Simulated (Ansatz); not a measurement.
An Ansatz (a program for electronic structure) input:

Ansatz 0.2 input:
```yaml
crystal:
  lattice:
    - [3.1771364883, 0.0, 0.0]
    - [-1.5885682441, 2.7514809101, 0.0]
    - [0.0, 0.0, 12.5808376496]
  atoms:
    - { symbol: Mo, position: [0.0, 0.0, 0.25] }
    - { symbol: Mo, position: [0.0, 0.0, 0.75] }
    - { symbol: S, position: [0.3333333333, 0.6666666667, 0.373348966] }
    - { symbol: S, position: [0.6666666667, 0.3333333333, 0.626651034] }
    - { symbol: S, position: [0.6666666667, 0.3333333333, 0.873348966] }
    - { symbol: S, position: [0.3333333333, 0.6666666667, 0.126651034] }
kpoints:
  mp_grid: { grid: [6, 6, 2] }
hamiltonian:
  xc: hse06
  pseudopotentials: { azcp: { folder: ./paw }, kind: paw }
scf:
  n_extra_bands: 6
  occupations: { method: fixed }
output:
  eigenvalues: true
  eigenstates:
    e_range: [-9.0, 9.6]
    kpoints:
      - [0.0, 0.0, 0.0]  # VBM
      - [0.333333, 0.333333, 0.0]  # CBM
      - [0.0, 0.0, 0.0]  # GAMMA
      - [0.0, 0.0, 0.5]  # A
      - [0.3333333333, 0.3333333333, 0.0]  # K
      - [0.3333333333, 0.3333333333, 0.5]  # H
      - [0.5, 0.0, 0.0]  # M
      - [0.5, 0.0, 0.5]  # L
```

Q: How many symmetry operations and irreducible k-points will the run report?

A: 24 operations, 14 of 72 k-points.

Q: With a cutoff of 420 eV, how many plane waves at Γ?

A: 2155.

It took about 90 core-seconds (a rough figure) on shared server cores.

The points marked VBM and CBM come from a semilocal run.

Space group P6_3/mmc. The workflow started from a Materials Project entry (that database holds measured and hypothetical structures alike). Its sites differ from those of the usual phase in this space group: another stacking or structure type. The r²SCAN+D4 relaxation kept the symmetry of its start; phonons on a q-mesh show no instability. No spin polarisation was allowed.

Potentials: the earlier of the program's two PAW sets.

Ansatz is a plane-wave DFT program.
